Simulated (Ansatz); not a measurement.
Input:

Y2C:
```
Y2C
1.0
    3.54337     0.00000     0.00000
   -1.77169     3.06865     0.00000
    0.00000     0.00000     6.19418
C Y
1 2
Direct
  0.00000   0.00000   0.00000
  0.33333   0.66667   0.21642
  0.66667   0.33333   0.78358
```

This is the PBEsol-relaxed structure. Cartesian axes are those of the cell as given.

Task: All from PBEsol (plane waves, PAW; program Ansatz), unless another level is named. Estimate the bulk modulus (Birch–Murnaghan fit).

Result: 55.0 GPa.

Task: What about the highest zone-centre frequency?

Result: 402 cm⁻¹.

Task: Give the elastic constants (relaxed ions, GPa).

Result: C11 = 139, C12 = 48.3, C13 = 14.4, C14 = -1.1, C33 = 99.7, C44 = -0.5.

Space group P-3m1 (anti-CdI2 type). The cell is a constructed one: a structure type filled with these elements; neither database checked (COD, Materials Project) lists it. COD files the formula under space group No. 166. Its standing as an ambient phase is unchecked. The cell was relaxed with PBEsol under the symmetry of its start; its stability against distortions is not shown here. No spin polarisation was allowed. As this level gives no gap, shear constants depend on the k-mesh and smearing (Fermi–Dirac, 0.1 eV here). As this level gives no gap, phonon frequencies hold no LO–TO term and depend on the k-mesh and smearing (Fermi–Dirac, 0.1 eV here).

Potentials: the earlier of the program's two PAW sets. The files were generated under PBE; for other functionals the program regenerates the frozen cores, and for LDA and PBEsol the local potential too.
